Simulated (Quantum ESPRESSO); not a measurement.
## Band energies of MgH$_{2}$

```
CELL_PARAMETERS angstrom
      4.47669     0.00000     0.00000
      0.00000     4.47669     0.00000
      0.00000     0.00000     2.99254
ATOMIC_POSITIONS crystal
  H  0.69557 0.69557 0.00000
  H  0.30443 0.30443 0.00000
  H  0.80443 0.19557 0.50000
  H  0.19557 0.80443 0.50000
  Mg 0.50000 0.50000 0.50000
  Mg 0.00000 0.00000 0.00000
```

PBEsol (Quantum ESPRESSO, PseudoDojo norm-conserving, 84 Ry, no spin-orbit coupling); path ΓXMΓZRAZ,XR,MA; energies in eV from the valence-band maximum.

```csv
k (1/Å),point,band 8,band 9,band 10,band 11,band 12,band 13,band 14,band 15
0.00,Γ,-40.25,-6.68,-1.53,-1.53,-0.47,4.42,4.97,9.06
0.70,X,-40.25,-5.02,-5.02,-0.54,-0.54,5.13,5.13,9.99
1.40,M,-40.25,-3.90,-3.90,-2.90,-2.90,9.08,9.08,9.14
1.60,,-40.25,-4.62,-3.77,-2.80,-2.05,7.51,8.61,8.80
2.20,,-40.25,-6.55,-2.05,-1.71,-0.11,4.84,4.96,8.34
2.40,Γ,-40.25,-6.68,-1.53,-1.53,-0.47,4.42,4.97,9.06
2.92,,-40.27,-5.73,-0.92,-0.92,-0.71,5.06,5.46,7.44
3.45,Z,-40.27,-3.17,-3.17,-0.08,-0.08,6.26,6.26,6.61
3.62,,-40.27,-3.09,-3.09,-0.20,-0.20,5.67,5.67,7.03
4.15,R,-40.27,-2.38,-2.38,-1.16,-1.16,5.04,5.04,6.67
4.85,A,-40.27,-1.96,-1.96,-1.01,-1.01,3.70,3.70,3.90
5.35,,-40.27,-2.64,-2.56,-0.80,-0.59,3.98,4.76,5.90
5.84,Z,-40.27,-3.17,-3.17,-0.08,-0.08,6.26,6.26,6.61
5.84,X,-40.25,-5.02,-5.02,-0.54,-0.54,5.13,5.13,9.99
6.44,,-40.27,-3.89,-3.89,-0.34,-0.34,5.51,5.51,7.09
6.89,R,-40.27,-2.38,-2.38,-1.16,-1.16,5.04,5.04,6.67
6.89,M,-40.25,-3.90,-3.90,-2.90,-2.90,9.08,9.08,9.14
7.34,,-40.27,-3.32,-3.32,-2.35,-2.35,6.94,6.94,7.22
7.94,A,-40.27,-1.96,-1.96,-1.01,-1.01,3.70,3.70,3.90
```

The PBEsol gap is 3.53 eV; at least one edge lies off the plotted path, at a point of the SCF mesh. The smallest direct gap is 4.42 eV. Another valence extremum on the path lies within 0.02 eV, too close to call.

Geometry of the Materials Project entry, not relaxed at this level.
